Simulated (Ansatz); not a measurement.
Zn₉Ga₃Mo₂:
```cif
data_Ga3Mo2Zn9
_chemical_formula_sum 'Zn9 Ga3 Mo2'
_space_group_name_H-M_alt 'P 1'
_space_group_IT_number 1
_cell_length_a 5.42236
_cell_length_b 5.42236
_cell_length_c 8.68123
_cell_angle_alpha 90.000
_cell_angle_beta 90.000
_cell_angle_gamma 120.000
loop_
_space_group_symop_operation_xyz
  'x, y, z'
loop_
_atom_site_label
_atom_site_type_symbol
_atom_site_fract_x
_atom_site_fract_y
_atom_site_fract_z
_atom_site_occupancy
Zn1 Zn 0.00000 0.50000 0.00000 1
Zn2 Zn 0.50000 0.50000 0.00000 1
Zn3 Zn 0.50000 0.00000 0.00000 1
Zn4 Zn 0.31945 0.15972 0.24110 1
Zn5 Zn 0.68055 0.84028 0.75890 1
Zn6 Zn 0.84028 0.15972 0.24110 1
Zn7 Zn 0.15972 0.84028 0.75890 1
Zn8 Zn 0.84028 0.68055 0.24110 1
Zn9 Zn 0.15972 0.31945 0.75890 1
Ga1 Ga 0.00000 0.50000 0.50000 1
Ga2 Ga 0.50000 0.50000 0.50000 1
Ga3 Ga 0.50000 0.00000 0.50000 1
Mo1 Mo 0.66667 0.33333 0.73931 1
Mo2 Mo 0.33333 0.66667 0.26069 1
```

Relaxed with r²SCAN.

Problem. Which orbitals make up the states near the Fermi level in r²SCAN (plane waves, PAW; program Ansatz)?

Solution. Within 0.5 eV of the Fermi level: Mo 4d 32 %, Ga 4p 26 %, Zn 4s 5 %, outside the projected shells 32 %. Projections are on Löwdin-orthogonalised atomic valence shells; empty p or d shells of many metals are not among them.

Problem. Tabulate the density of states.

Solution. States/eV per cell of 14 atoms, in 0.25 eV bins, energy from the Fermi level.

| E (eV) | total | Zn 3d | Mo 4d | Zn 4s |
|---|---|---|---|---|
| -7.85 | 62.79 | 59.97 | 0.45 | 1.01 |
| -7.60 | 96.53 | 93.64 | 0.56 | 1.05 |
| -7.35 | 60.07 | 58.50 | 0.19 | 0.59 |
| -7.10 | 24.23 | 22.46 | 0.14 | 0.73 |
| -6.85 | 3.41 | 1.59 | 0.14 | 0.85 |
| -6.60 | 3.86 | 1.24 | 0.21 | 1.20 |
| -6.35 | 3.77 | 0.97 | 0.25 | 1.32 |
| -6.10 | 2.87 | 0.60 | 0.24 | 1.06 |
| -5.85 | 3.50 | 0.62 | 0.31 | 1.35 |
| -5.60 | 3.19 | 0.49 | 0.33 | 1.25 |
| -5.35 | 3.69 | 0.51 | 0.42 | 1.28 |
| -5.10 | 4.04 | 0.50 | 0.54 | 1.41 |
| -4.85 | 3.96 | 0.43 | 0.61 | 1.32 |
| -4.60 | 3.30 | 0.32 | 0.54 | 1.08 |
| -4.35 | 3.60 | 0.29 | 0.62 | 1.22 |
| -4.10 | 3.24 | 0.23 | 0.64 | 1.03 |
| -3.85 | 3.79 | 0.25 | 0.80 | 1.15 |
| -3.60 | 5.09 | 0.38 | 1.18 | 1.75 |
| -3.35 | 5.26 | 0.36 | 1.37 | 1.82 |
| -3.10 | 5.56 | 0.31 | 1.71 | 1.61 |
| -2.85 | 4.83 | 0.24 | 1.72 | 1.20 |
| -2.60 | 6.82 | 0.28 | 2.66 | 1.41 |
| -2.35 | 8.23 | 0.27 | 3.78 | 1.20 |
| -2.10 | 9.03 | 0.31 | 4.77 | 0.87 |
| -1.85 | 12.20 | 0.38 | 7.16 | 0.97 |
| -1.60 | 17.12 | 0.46 | 10.70 | 1.51 |
| -1.35 | 3.58 | 0.10 | 2.19 | 0.35 |
| -1.10 | 1.97 | 0.05 | 0.62 | 0.20 |
| -0.85 | 1.71 | 0.04 | 0.51 | 0.15 |
| -0.60 | 1.77 | 0.04 | 0.55 | 0.13 |
| -0.35 | 2.32 | 0.05 | 0.74 | 0.14 |
| -0.10 | 2.89 | 0.05 | 0.90 | 0.17 |
| 0.15 | 3.87 | 0.07 | 1.24 | 0.19 |
| 0.40 | 4.45 | 0.07 | 1.45 | 0.23 |
| 0.65 | 5.24 | 0.07 | 1.61 | 0.33 |
| 0.90 | 5.82 | 0.08 | 1.96 | 0.62 |
| 1.15 | 8.35 | 0.10 | 3.26 | 1.18 |
| 1.40 | 6.27 | 0.07 | 2.13 | 0.75 |
| 1.65 | 5.79 | 0.07 | 1.98 | 0.83 |
| 1.90 | 4.94 | 0.05 | 1.53 | 0.81 |
| 2.15 | 4.69 | 0.05 | 1.42 | 0.87 |
| 2.40 | 4.54 | 0.04 | 1.36 | 0.74 |
| 2.65 | 5.18 | 0.05 | 1.31 | 0.91 |
| 2.90 | 7.45 | 0.07 | 1.56 | 1.69 |
| 3.15 | 5.73 | 0.05 | 1.04 | 1.36 |
| 3.40 | 4.83 | 0.04 | 0.75 | 1.06 |
| 3.65 | 5.76 | 0.04 | 0.75 | 0.97 |
| 3.90 | 4.93 | 0.03 | 0.55 | 0.82 |
| 4.15 | 5.42 | 0.03 | 0.48 | 0.81 |
| 4.40 | 4.42 | 0.02 | 0.33 | 0.85 |
| 4.65 | 5.29 | 0.03 | 0.37 | 1.04 |

Space group P-3m1. The first step of the workflow began from a Materials Project structure, measured or hypothetical; the Crystallography Open Database copy checked does not list it. Its standing as an ambient phase is unchecked. The r²SCAN relaxation kept the symmetry of its start; its stability against distortions is not shown here. The run is not spin-polarised. Scalar-relativistic: spin–orbit coupling is off unless named, which matters more the heavier the elements.

Potentials: the later of the program's two PAW sets.
